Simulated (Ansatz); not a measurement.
Te (simple cubic, space group No. 221) under volume change, DFT-PBEsol in the program Ansatz with PAW potentials, scaled uniformly.

```json
[
 {"V (Å³/atom)": "28.433", "E − E(relaxed) (meV/atom)": "55.2", "P (GPa)": "6.88"},
 {"V (Å³/atom)": "29.371", "E − E(relaxed) (meV/atom)": "23.1", "P (GPa)": "4.18"},
 {"V (Å³/atom)": "30.308", "E − E(relaxed) (meV/atom)": "5.4", "P (GPa)": "1.91"},
 {"V (Å³/atom)": "31.245", "E − E(relaxed) (meV/atom)": "0.0", "P (GPa)": "0.00"},
 {"V (Å³/atom)": "32.183", "E − E(relaxed) (meV/atom)": "4.9", "P (GPa)": "-1.63"},
 {"V (Å³/atom)": "33.120", "E − E(relaxed) (meV/atom)": "18.5", "P (GPa)": "-2.99"},
 {"V (Å³/atom)": "34.057", "E − E(relaxed) (meV/atom)": "39.5", "P (GPa)": "-4.13"}
]
```

### Question
What does a third-order Birch–Murnaghan fit give for V₀, B₀ and B′?

### Answer
V₀ = 31.24 Å³/atom, B₀ = 58.6 GPa, B′ = 4.7.

Space group Pm-3m (simple cubic). The start of the workflow was typed in or built on a structure type; neither database checked (COD, Materials Project) lists it. It is not the phase usual at ambient conditions (space group No. 152). Symmetry was held in the PBEsol relaxation; whether a distortion lowers the energy is not shown. Spin–orbit coupling is left out wherever it is not named.

Potentials: the earlier of the program's two PAW sets.
